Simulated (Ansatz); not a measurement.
Pressure against volume: HgPt

```yaml
crystal:
  lattice:
    - [2.91035, 0.00000, 0.00000]
    - [0.00000, 2.91035, 0.00000]
    - [0.00000, 0.00000, 3.74692]
  atoms:
    - { symbol: Hg, position: [0.00000, 0.00000, 0.00000] }
    - { symbol: Pt, position: [0.50000, 0.50000, 0.50000] }
```

The geometry is COD entry 1523215, unchecked; take it as a test cell. The listed cell was then made from it by scaling, straining or moving an atom.

Spin–orbit coupling is left out, though it moves levels of the heavy atoms by tenths of an eV or more.

Levels of theory: DFT, LDA, all-electron LAPW, scalar-relativistic (Ansatz 0.2.0); DFT, LDA, PAW with Ansatz's default frozen-core files, scalar-relativistic (Ansatz 0.2.0).

For LAPW: a Γ-centred 12×12×10 k mesh, Fermi–Dirac smearing of 0.03 eV, basis error target 0.5 meV/atom, no spin polarisation. PAW takes a cutoff of 420 eV at this cell (files made with PBE, cores remade for this functional). The Ansatz runs share mesh, smearing and spin set-up. Plane-wave (PAW) pressures include the program's estimate of the Pulay term.

The cell above is scaled evenly, with fractional coordinates and shape held.

**Question.** Estimate the equilibrium volume and bulk modulus that all-electron LAPW gives for this fixed shape.

**Answer.** V0 = 16.74 Å³/atom, B0 = 196 GPa, B0′ = 5.7, from a third-order Birch–Murnaghan fit to these pressures:
```
V/V(cell)  V (Å³/atom)  P, LAPW (GPa)  P, PAW (GPa)  free energy over the lowest listed, PAW (meV/atom)
   1.0000       15.868          12.10         12.08                                                30.8
   1.0213       16.206           6.90          6.88                                                10.9
   1.0426       16.544           2.34          2.32                                                 1.3
   1.0532       16.713           0.28          0.26                                                 0.0
   1.0745       17.050          -3.46         -3.47                                                 3.5
   1.0851       17.219          -5.15         -5.16                                                 8.0
   1.1064       17.557          -8.19         -8.20                                                22.2
   1.1277       17.894         -10.83        -10.84                                                42.3
```

PAW's V0 lies -0.01 % from the all-electron value and its B0 0.0 %. With shape and internal coordinates held, B0 is an upper bound to the relaxed modulus.
